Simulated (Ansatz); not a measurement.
All-electron LAPW in Ansatz 0.2.0 under PBE, scalar-relativistic, energies extrapolated to zero smearing. Slabs are 1×1 cells cut from bulk crystals relaxed on PAW files, with atoms then relaxed, 16 to 20 Å of vacuum, a dipole correction, k spacings of 0.16 to 0.26 Å⁻¹ and smearing of 0.02 to 0.1 eV, without spin–orbit coupling; Cr, Mn, Fe, Co, Ni, Eu and Gd start ferromagnetic, the others run without spin. The bulk type named needn't be the stable one, and no reconstruction is allowed.

```json
{"slab": "bcc W (111), 6 layers", "area (Å²)": "17.55", "γ (J/m²)": "3.54", "Φ (eV)": "?", "Δd12 (%)": "-25.4"}
{"slab": "fcc Au (110), 6 layers", "area (Å²)": "12.22", "γ (J/m²)": "?", "Φ (eV)": "4.98", "Δd12 (%)": "-14.0"}
{"slab": "fcc Ni (111), 6 layers", "area (Å²)": "5.36", "γ (J/m²)": "1.94", "Φ (eV)": "5.05", "Δd12 (%)": "-1.4"}
{"slab": "fcc Ni (100), 7 layers", "area (Å²)": "6.20", "γ (J/m²)": "2.25", "Φ (eV)": "4.91", "Δd12 (%)": "-3.6"}
```

Question: Give the missing entry: row "fcc Au (110), 6 layers", column "γ (J/m²)".

Answer: 0.91.

Question: Fill in "Φ (eV)" for the row "bcc W (111), 6 layers".

Answer: 4.18.
